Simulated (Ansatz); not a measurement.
## Property card for Bi

Bi:
```yaml
crystal:
  lattice:
    - [2.31583, -2.25521, 0.00000]
    - [2.31583, 2.25521, 0.00000]
    - [0.00000, 0.00000, 6.35851]
  atoms:
    - { symbol: Bi, position: [0.56076, 0.43924, 0.75000] }
    - { symbol: Bi, position: [0.43924, 0.56076, 0.25000] }
```

Space group Cmcm (No. 63); conventional cell a = 4.6317 Å, b = 4.5104 Å, c = 6.3585 Å, α = β = γ = 90.00°.

Method: the program Ansatz at the PBEsol level (PAW). Geometry: relaxed at this level of theory. Other levels are named where they apply.

Cell and energy:

Volume per atom: 33.21 Å³
Density: 10.45 g/cm³

Electronic structure:

Electronic character: metallic (no gap)
Density of states at the Fermi level: 0.54 states/eV per atom (mean over ±0.08 eV)

The first step of the workflow began from a Materials Project structure, measured or hypothetical; the Crystallography Open Database copy checked does not list it. It is not the phase usual at ambient conditions (space group No. 166). Symmetry was held in the PBEsol relaxation; whether a distortion lowers the energy is not shown. Axis ratios of metals converge slowly with the k-mesh, so a and c are less sure than the volume. Scalar-relativistic: spin–orbit coupling is off unless named, which matters more the heavier the elements.

Potentials: the later of the program's two PAW sets.
